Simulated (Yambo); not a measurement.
G0W0@LDA for LiF (rock salt, space group Fm-3m, No. 225) in Yambo. Reference settings: 8×8×8 Γ-centred k mesh, 65 bands and a 14 Ry block in the screening, 65 bands in G with the Bruneval-Gonze terminator, plasmon pole fitted at 27.2 eV. The LDA gap Γ → Γ on this mesh is 9.75 eV; G0W0 gaps are taken between the same points.

With and without the terminator, as bands are cut:

```csv
bands in G (in W),"gap, terminator (eV)","gap, none (eV)","valence shift, terminator (eV)","valence shift, none (eV)"
13 (13),15.027,14.802,-2.796,-2.290
22 (22),14.795,14.564,-2.850,-2.414
33 (33),14.757,14.548,-2.911,-2.551
```

Over this range the gap spans 0.270 eV with the terminator and 0.254 eV without, the valence shift 0.115 eV and 0.261 eV. Neither column has reached its limit for certain.

Geometry relaxed with LDA; primitive cell a = b = c = 2.7613 Å, α = β = γ = 60.00°.

A shift is the quasiparticle energy of the state minus its LDA energy.
